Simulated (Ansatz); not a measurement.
Total density of states per atom from r²SCAN in the plane-wave PAW code Ansatz, in 0.25 eV bins, energy from the Fermi level:

```
E (eV) | states/eV/atom
    -7.85 | #################### 3.70
    -7.60 | ############### 2.82
    -7.35 | ############################## 5.51
    -7.10 | ########################### 4.92
    -6.85 | ######## 1.40
    -6.60 | ## 0.34
    -6.35 | ## 0.33
    -6.10 | ## 0.41
    -5.85 | ### 0.62
    -5.60 | ### 0.55
    -5.35 | ### 0.60
    -5.10 | #### 0.77
    -4.85 | #### 0.82
    -4.60 | ##### 0.87
    -4.35 | #### 0.75
    -4.10 | ### 0.62
    -3.85 | #### 0.74
    -3.60 | ##### 0.85
    -3.35 | ###### 1.05
    -3.10 | ##### 0.86
    -2.85 | ##### 0.93
    -2.60 | ####### 1.22
    -2.35 | ##### 0.95
    -2.10 | ##### 0.86
    -1.85 | ##### 0.85
    -1.60 | ##### 0.84
    -1.35 | ##### 0.90
    -1.10 | ##### 0.91
    -0.85 | ##### 0.92
    -0.60 | #### 0.78
    -0.35 | ##### 0.90
    -0.10 | ### 0.50
     0.15 | ## 0.35
     0.40 | ## 0.36
     0.65 | ## 0.36
     0.90 | ## 0.38
     1.15 | ## 0.41
     1.40 | ### 0.48
     1.65 | ### 0.55
     1.90 | ## 0.38
     2.15 | ## 0.30
     2.40 | # 0.24
     2.65 | # 0.21
     2.90 | # 0.19
     3.15 | # 0.21
     3.40 | # 0.27
     3.65 | ## 0.30
     3.90 | ## 0.30
     4.15 | # 0.22
     4.40 | # 0.18
     4.65 | # 0.15
```

Which of these materials gives this?
(A) ZnIr, P-6m2 (Zn on 1f, Ir on 1a)
(B) EuZn2Sb2, P-3m1 (Eu on 1a, Zn on 2d, Sb on 2d)
(C) CsAs2Ir2, I4/mmm (Cs on 2a, As on 4e, Ir on 4d)
(D) Tc3Ir, P6_3/mmc (Tc on 6h, Ir on 2d)

A, ZnIr, P-6m2 (Zn on 1f, Ir on 1a). Within 0.5 eV of the Fermi level: Ir 5d 80 %, Zn 4s 8 %, outside the projected shells 8 %. Projections are on Löwdin-orthogonalised atomic valence shells; empty p or d shells of many metals are not among them.

The first step of the workflow began from a Materials Project structure, measured or hypothetical; the Crystallography Open Database copy checked does not list it. With Zn and Ir taken as one species the cell has the higher symmetry P6_3/mmc, so it may be an ordered model of a mixed-site phase. Its standing as an ambient phase is unchecked. The r²SCAN relaxation kept the symmetry of its start; its stability against distortions is not shown here. No spin polarisation was allowed. Spin–orbit coupling is left out wherever it is not named.

Potentials: the later of the program's two PAW sets.
